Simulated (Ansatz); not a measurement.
Input:

ScGe:
```xyz
4
Lattice="2.0076 -5.0428 0.0000 2.0076 5.0428 0.0000 0.0000 0.0000 3.7631" Properties=species:S:1:pos:R:3 pbc="T T T"
Sc     2.0076    -3.6653     0.9408
Sc     2.0076     3.6653     2.8223
Ge     2.0076    -0.9037     0.9408
Ge     2.0076     0.9037     2.8223
```

This is the r²SCAN-relaxed structure.

### Question
All from r²SCAN in the plane-wave PAW code Ansatz, unless another level is named. Give the bulk modulus (Birch–Murnaghan fit).

### Answer
97.0 GPa.

### Question
Predict the highest zone-centre frequency.

### Answer
267 cm⁻¹.

Space group Cmcm. The first step of the workflow began from a Materials Project structure, measured or hypothetical; the Crystallography Open Database copy checked does not list it. Whether it is the stable phase at ambient conditions was not checked. The cell was relaxed with r²SCAN under the symmetry of its start; of distortions, only those at the zone centre were tested. The run is not spin-polarised. As this level gives no gap, phonon frequencies hold no LO–TO term and depend on the k-mesh and smearing (Fermi–Dirac, 0.1 eV here).

Potentials: the later of the program's two PAW sets.
